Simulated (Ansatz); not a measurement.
# Sb: frozen-core PAW against all-electron methods

```
CELL_PARAMETERS angstrom
3.36900 0.00000 0.00000
-1.68450 2.91764 0.00000
0.00000 0.00000 5.33000
ATOMIC_POSITIONS crystal
Sb 0.33333 0.66667 0.25000
Sb 0.66667 0.33333 0.75000
```

Atom numbers follow the list: Sb1, Sb2.

The cell is COD entry 1539203, as deposited and not checked against the literature; nothing was relaxed.

No spin–orbit coupling, which matters for the heavy atoms here.

All numbers are computed: DFT, LDA, PAW with Ansatz's default frozen-core files, scalar-relativistic (Ansatz 0.2.0); DFT, LDA, all-electron PAW with datasets made for the crystal, scalar-relativistic (Ansatz 0.2.0); DFT, LDA, all-electron LAPW, scalar-relativistic (Ansatz 0.2.0).

For PAW: a Γ-centred 12×12×7 k mesh, Fermi–Dirac smearing of 0.03 eV, cutoff 420 eV, no spin polarisation; the PAW files were made with PBE, and the program remakes their frozen cores for this functional. The crystal-made all-electron datasets (AE datasets) take a cutoff of 160 eV at this cell. LAPW targets a basis error of 0.5 meV/atom. The Ansatz runs share mesh, smearing and spin set-up. Plane-wave (PAW) pressures include the program's estimate of the Pulay term.

Stress and pressure are positive in compression.

No spin–orbit coupling: at heavy atoms the gradients can be off by tens of per cent for that reason.

In a metal, gradients converge slowly with the k mesh: the values move by tens of per cent from one mesh to another, at times in sign, so only the comparison on one mesh counts.

Levels count from the Fermi level.

| quantity | PAW | AE datasets | LAPW |
| --- | --- | --- | --- |
| pressure (GPa) | -1.37 | -1.34 | -1.34 |
| stress xx (GPa) | -0.85 | -0.83 | -0.83 |
| stress zz (GPa) | -2.39 | -2.36 | -2.37 |
| highest filled level at L (eV) | -5.473 | -5.475 | -5.475 |
| lowest empty level at L (eV) | 1.424 | 1.423 | 1.423 |
| highest filled level at H (eV) | -3.311 | -3.312 | -3.312 |
| lowest empty level at H (eV) | 3.301 | 3.300 | 3.300 |
| field gradient Vzz at Sb1 (10²¹ V/m²) | 2.63 | 2.62 | – |

PAW's pressure differs from the LAPW value by -0.02 GPa.
